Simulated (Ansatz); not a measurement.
Input for Ansatz (plane-wave DFT, PAW):

```yaml
crystal:
  lattice:
    - [3.7289468933, 0.0, 0.0]
    - [-1.8644734466, 3.229362739, 0.0]
    - [0.0, 0.0, 6.0918341336]
  atoms:
    - { symbol: Na, position: [0.3333333333, 0.6666666667, 0.25] }
    - { symbol: Na, position: [0.6666666667, 0.3333333333, 0.75] }
basis:
  ecutwfc: 500
kpoints:
  mp_grid: { grid: [15, 15, 8] }
hamiltonian:
  xc: r2scan
scf:
  occupations: { method: gaussian, width: 0.1 }
output:
  forces: true
  stress: true
  eigenvalues: true
relax:
  adjacent_minimum: "off"
  f_tol: 0.01
  max_steps: 30
  cell: { stress_tol: 0.1, fix: [volume] }
```

Command:
```bash
ansatz run input.yaml --threads 1 --pin off --max-ram 2560MiB --backend cpu --events-out ev --progress --plain --runs-dir out
```

Computed with DFT r2SCAN, scalar-relativistic, plane waves, PAW (Ansatz 0.2.0).

Abridged output (final results; tables in files aren't shown):

```
SCF 2 converged in 4 iterations: F = -2977.227797 eV  dr2 = 4.51e-11
SCF converged after 4 iterations
Free energy (F): -2977.227797 eV
Harris-Foulkes:  -2977.227797 eV  (|F-HF|=5.91e-12)
Internal energy: -2977.222129 eV  (E = F + TS)
E sigma→0 (E₀):  -2977.224963 eV
Entropy (-TS):   -0.005668 eV (-2.834 meV/atom)
Fermi energy:    1.823945 eV
--- Per-component energies (eV) ---
  E_band       = -503.227615
  E_kinetic    = 240.349250
  E_local      = -2885.304425  (includes V_loc(G=0)·N_el)
  E_nonlocal   = 231.835502
  E_hartree    = 1056.854824
  E_xc         = -71.530006
  E_vxc        = -107.624293  (∫ρ·V_xc dr)
  E_paw        = -535.496987  (= ΣΔE_a)
  E_vpaw       = -105.868679  (= ΣTr[D̂ρ^β])
  E_aug_tail   = -0.000001  (compensation charges beyond the density's cutoff)
  E_vtau       = 9.675359  (kinetic-family band-sum trace: ∫τ·v_τ [+ j·A + Jᵃ·Aᵃ] dr)
  E_ewald      = -1013.877751
  E_core_change = -0.052535  (= ΣΔE_core)
  E_smearing   = -0.005668  (= −TS)
--- Forces (eV/Å), atoms counted from 1 ---
  atom   1  Na     0.00000000     0.00000000     0.00000000
  atom   2  Na     0.00000000     0.00000000     0.00000000
--- Stress (GPa, compression-positive) ---
        0.240202       0.000000       0.000000
        0.000000       0.240202       0.000000
        0.000000       0.000000       0.224931
  P = ⅓ Tr σ = 0.2351 GPa (2.351 kbar)
--- Band table (eV; the first three rows and the last of 135) ---
  k-point 0: bands = ["-53.6985", "-53.6965", "-24.1293", "-24.0971", "-24.0971", "-24.0920", "-24.0920", "-24.0918", "-1.7186", "2.3022", "2.9924", "12.6310", "12.6310"]
  k-point 1: bands = ["-53.6984", "-53.6966", "-24.1279", "-24.0969", "-24.0969", "-24.0932", "-24.0922", "-24.0922", "-1.6485", "1.5940", "3.8203", "12.5183", "12.6813"]
  k-point 2: bands = ["-53.6982", "-53.6968", "-24.1238", "-24.0973", "-24.0964", "-24.0964", "-24.0927", "-24.0927", "-1.4389", "0.7454", "5.0280", "10.9948", "12.8259"]
  k-point 134: bands = ["-53.6961", "-53.6961", "-24.1217", "-24.1217", "-24.1143", "-24.1143", "-24.0988", "-24.0988", "3.9978", "3.9978", "4.1435", "4.1435", "5.4195"]
--- Relaxed structure (1 steps of the walk, 1 accepted, 1 SCFs on fresh bases) ---
  F+E_penalty+E_count = -2977.22779669 eV   max|allowed force component| = 3.614e-19 eV/Å   (the final SCF, on the basis selected at the relaxed cell)
  cell:  # Å, volume = 73.3586 Å³
    - [3.72894689, 0.0, 0.0]
    - [-1.86447344, 3.22936273, 0.0]
    - [0.0, 0.0, 6.0918341336]
  atoms:
    - { symbol: Na, position: [0.33333333, 0.66666666, 0.25] }
    - { symbol: Na, position: [0.66666666, 0.33333333, 0.75000000] }
```

The relaxation met its thresholds.

Time: 20 s on 1 thread of Intel(R) Xeon(R) Platinum 8488C (Sapphire Rapids) (shared host), peak memory 0.67 GiB.